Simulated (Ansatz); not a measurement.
BN:
```
BN
1.0
    2.49881     0.00000     0.00000
   -1.24941     2.16403     0.00000
    0.00000     0.00000     6.60091
B N
2 2
Cartesian
  0.00000   1.44269   1.65023
  1.24941   0.72134   4.95068
  0.00000   1.44269   4.95068
  1.24941   0.72134   1.65023
```

Relaxed with r²SCAN+D4.

Q: Map the electron localisation function on the plane through (0.333, 0.667, 0.250) spanned by u = [1, 1, 0] and v = [1, -1, 0] in lattice vectors, from plane-wave PAW r²SCAN+D4 (Ansatz code).

A: x is the fraction of u, y of v (the angle between them is 90°; rows are the nearest grid lines); atoms in the plane: B at (0.00, 0.00), B at (0.50, 0.50), N at (0.00, 0.33), N at (0.50, 0.83).
```
y \ x   0.000  0.0625  0.188  0.250  0.375  0.438  0.562  0.625  0.750  0.812  0.938   1.00
------  -----  ------  -----  -----  -----  -----  -----  -----  -----  -----  -----  -----
1.00    0.003   0.002  0.555  0.765  0.768  0.711  0.711  0.768  0.765  0.555  0.002  0.003
0.909   0.139   0.316  0.909  0.929  0.779  0.548  0.548  0.779  0.929  0.909  0.316  0.139
0.864   0.286   0.448  0.881  0.891  0.559  0.171  0.171  0.559  0.891  0.881  0.448  0.286
0.773   0.152   0.230  0.635  0.714  0.584  0.413  0.413  0.584  0.714  0.635  0.230  0.152
0.682   0.031   0.049  0.324  0.574  0.867  0.911  0.911  0.867  0.574  0.324  0.049  0.031
0.636   0.039   0.050  0.207  0.414  0.814  0.893  0.893  0.814  0.414  0.207  0.050  0.039
0.545   0.455   0.471  0.500  0.426  0.116  0.042  0.042  0.116  0.426  0.500  0.471  0.455
0.455   0.691   0.743  0.899  0.912  0.534  0.082  0.082  0.534  0.912  0.899  0.743  0.691
0.364   0.058   0.171  0.820  0.891  0.755  0.448  0.448  0.755  0.891  0.820  0.171  0.058
0.318   0.030   0.097  0.713  0.805  0.639  0.386  0.386  0.639  0.805  0.713  0.097  0.030
0.227   0.808   0.806  0.751  0.654  0.254  0.104  0.104  0.254  0.654  0.751  0.806  0.808
0.136   0.912   0.893  0.647  0.414  0.093  0.050  0.050  0.093  0.414  0.647  0.893  0.912
0.0909  0.609   0.563  0.366  0.290  0.186  0.161  0.161  0.186  0.290  0.366  0.563  0.609
0.000   0.003   0.002  0.555  0.765  0.768  0.711  0.711  0.768  0.765  0.555  0.002  0.003
```

The density is the valence pseudo-density with augmentation charge, so density and ELF within about 1 Å of a nucleus are not all-electron values.

Space group P6_3/mmc. Symmetry was held in the r²SCAN+D4 relaxation.

Potentials: the later of the program's two PAW sets.
